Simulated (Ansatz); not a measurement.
Total density of states per atom from the program Ansatz at the PBEsol level (PAW), in 0.25 eV bins, energy from the Fermi level:

```csv
E (eV),states/eV/atom
-7.85,0.00
-7.60,0.00
-7.35,0.00
-7.10,0.00
-6.85,0.00
-6.60,0.01
-6.35,0.17
-6.10,0.30
-5.85,0.35
-5.60,0.44
-5.35,0.68
-5.10,1.60
-4.85,0.60
-4.60,0.34
-4.35,0.47
-4.10,0.79
-3.85,0.82
-3.60,0.82
-3.35,0.66
-3.10,1.15
-2.85,1.32
-2.60,1.22
-2.35,0.94
-2.10,0.73
-1.85,0.61
-1.60,0.54
-1.35,0.63
-1.10,0.38
-0.85,0.29
-0.60,0.38
-0.35,0.47
-0.10,0.70
0.15,0.66
0.40,0.32
0.65,0.35
0.90,0.92
1.15,1.99
1.40,1.09
1.65,1.25
1.90,0.02
2.15,0.19
2.40,0.43
2.65,0.81
2.90,0.65
3.15,0.84
3.40,1.25
3.65,0.61
3.90,0.41
4.15,0.13
4.40,0.00
4.65,0.00
```

**Question.** Pick the material that matches.
A. Ag2S, Cmcm (Ag on 4b, Ag on 4c, S on 4c)
B. VPt, L1₀ or tetragonal B2
C. VS2, R-3m (V on 3a, S on 6c)
D. VO2, I4/m (V on 8h, O on 8h, O on 8h)

**Answer.** C, VS2, R-3m (V on 3a, S on 6c). Within 0.5 eV of the Fermi level: V 3d 72 %, S 3p 24 %. Projections are on Löwdin-orthogonalised atomic valence shells; empty p or d shells of many metals are not among them.

The first step of the workflow began from a Materials Project structure, measured or hypothetical; the Crystallography Open Database copy checked does not list it. Its standing as an ambient phase is unchecked. The cell was relaxed with PBEsol under the symmetry of its start; its stability against distortions is not shown here. The workflow began spin-polarised and lost its moments. A crystal of weakly bound layers computed without a dispersion correction: the cell and the soft elastic constants depend strongly on that.

Potentials: the later of the program's two PAW sets.
